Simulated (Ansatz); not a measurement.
**Relaxing a structure of Rh**

The start is a generated trial cell of Rh in the beta-W structure type. The cell and all atomic positions are relaxed at zero pressure with PBEsol (plane waves to 420 eV, PAW, scalar-relativistic; Ansatz, a first-principles code). The first steps use a coarse 7×7×7 k-mesh.

The start:
```yaml
crystal:
  lattice:
    - [4.81941, 0.00000, 0.00000]
    - [0.00000, 4.81941, 0.00000]
    - [0.00000, 0.00000, 4.81941]
  atoms:
    - { symbol: Rh, position: [0.25000, 0.00000, 0.50000] }
    - { symbol: Rh, position: [0.75000, 0.00000, 0.50000] }
    - { symbol: Rh, position: [0.00000, 0.50000, 0.25000] }
    - { symbol: Rh, position: [0.00000, 0.50000, 0.75000] }
    - { symbol: Rh, position: [0.50000, 0.25000, 0.00000] }
    - { symbol: Rh, position: [0.50000, 0.75000, 0.00000] }
    - { symbol: Rh, position: [0.00000, 0.00000, 0.00000] }
    - { symbol: Rh, position: [0.50000, 0.50000, 0.50000] }
```

**Question.** How do the shortest distances between atoms change?

**Answer.** The closest pairs of elements (up to four, under 3.6 Å), start → end: Rh–Rh 2.41 → 2.41 Å.

**Question.** Give the final cell and atomic positions.

**Answer.** 
```cif
data_Rh8
_chemical_formula_sum 'Rh8'
_space_group_name_H-M_alt 'Pm-3n'
_space_group_IT_number 223
_space_group_name_Hall '-P 4n 2 3'
_cell_length_a 4.81747
_cell_length_b 4.81747
_cell_length_c 4.81747
_cell_angle_alpha 90.000
_cell_angle_beta 90.000
_cell_angle_gamma 90.000
loop_
_atom_site_label
_atom_site_type_symbol
_atom_site_symmetry_multiplicity
_atom_site_Wyckoff_symbol
_atom_site_fract_x
_atom_site_fract_y
_atom_site_fract_z
_atom_site_occupancy
Rh1 Rh 6 c 0.00000 0.50000 0.25000 1
Rh2 Rh 2 a 0.00000 0.00000 0.00000 1
```

The space group stays Pm-3n (No. 223) (the run could not lower it), with 8 atoms in the primitive cell. Final values are on a 10×10×10 k-mesh of the relaxed cell. No spin polarisation in the result.

The run could not lose the symmetry of its start, so the end can be a saddle point.

All atoms sit on sites fixed by symmetry, so only the cell could relax.

The relaxed structure here is a generated cell of Rh: the first start was made by placing the elements on the sites of a structure type, and the end was not matched to a known phase here, so it may be hypothetical. Known forms of Rh include space group No. 225.
